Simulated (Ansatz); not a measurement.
Ta2GeN in space group P6_3/mmc (No. 194; Ge on 2d, Ta on 4f, N on 2a), plane-wave PAW r²SCAN (Ansatz code), all energies at zero smearing, with the estimated change up to a 700 eV cutoff added, with one set of potentials and settings (totals compare only within such a set). Cell of 8 atoms (2 Ge, 4 Ta, 2 N): -49160.789 eV.

```json
[
 {"element": "Ge", "reference phase": "Fd-3m, 2 atoms in the cell", "E (eV/atom)": "-4302.9121"},
 {"element": "Ta", "reference phase": "Im-3m, 1 atoms in the cell", "E (eV/atom)": "-9945.1755"},
 {"element": "N", "reference phase": "Pa-3, 8 atoms in the cell", "E (eV/atom)": "-384.8341"}
]
```

Formation energy per atom, worked out: (-49160.789 − 2×(-4302.9121) − 4×(-9945.1755) − 2×(-384.8341))/8 = -0.574 eV/atom (-55 kJ per mol of atoms), at 0 K, without zero-point energy or fitted corrections.

The start of the workflow was typed in or built on a structure type; neither database checked (COD, Materials Project) lists it. Its standing as an ambient phase is unchecked. The cell was relaxed with r²SCAN under the symmetry of its start; whether a distortion lowers the energy is not shown. The run is not spin-polarised. The references are the lowest solids computed at this level, not always the standard phases (solids in place of the gases). Scalar-relativistic: spin–orbit coupling is off unless named, which matters more the heavier the elements.

Potentials: the earlier of the program's two PAW sets.
